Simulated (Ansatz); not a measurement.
The start is a randomly generated symmetric cell of Sr (space group No. 174). Cell shape, volume and atoms are optimised at zero target pressure with PBE (plane waves to 420 eV, PAW, scalar-relativistic; Ansatz, a first-principles code). The first steps use a coarse 7×7×4 k-mesh.

Initial structure:
```
Sr
1.0
    5.80748     0.00000     0.00000
   -2.90374     5.02942     0.00000
    0.00000     0.00000     8.28182
Sr
4
Direct
  0.33333   0.66667   0.00000
  0.76168   0.13019   0.50000
  0.86981   0.63149   0.50000
  0.36851   0.23832   0.50000
```

Task: Does the structure survive the relaxation? Give the final space group.

Result: The space group goes from P-6 (No. 174) to P-62m (No. 189), with 4 atoms in the primitive cell.

Task: How much energy is released per atom?

Result: About 1.3 eV/atom.

Task: How does the volume change?

Result: +27.0 %, from 60.47 to 76.78 Å³/atom.

Task: Is the relaxed structure metallic? Give its gap.

Result: Zero (metallic).

Task: Write out the relaxed structure.

Result: 
Space group P-62m (No. 189); a = 7.2129 Å, b = 7.2129 Å, c = 6.8169 Å, α = 90.00°, β = 90.00°, γ = 120.00°

| atom | site | symmetry | x | y | z |
|---|---|---|---|---|---|
| Sr | 1a | -62m | 0.0000 | 0.0000 | 0.0000 |
| Sr | 3g | m2m | 0.3387 | 0.3387 | 0.5000 |

Final values are on a 8×8×7 k-mesh of the relaxed cell. The start holds a very short contact (Sr–Sr 2.65 Å). No spin polarisation in the result.

The run could not lose the symmetry of its start, so the end can be a saddle point.

The relaxed structure here is a generated cell of Sr: the first start was made by a random draw of sites in a space group, and the end was not matched to a known phase here, so it may be hypothetical. Known forms of Sr include space group No. 225.
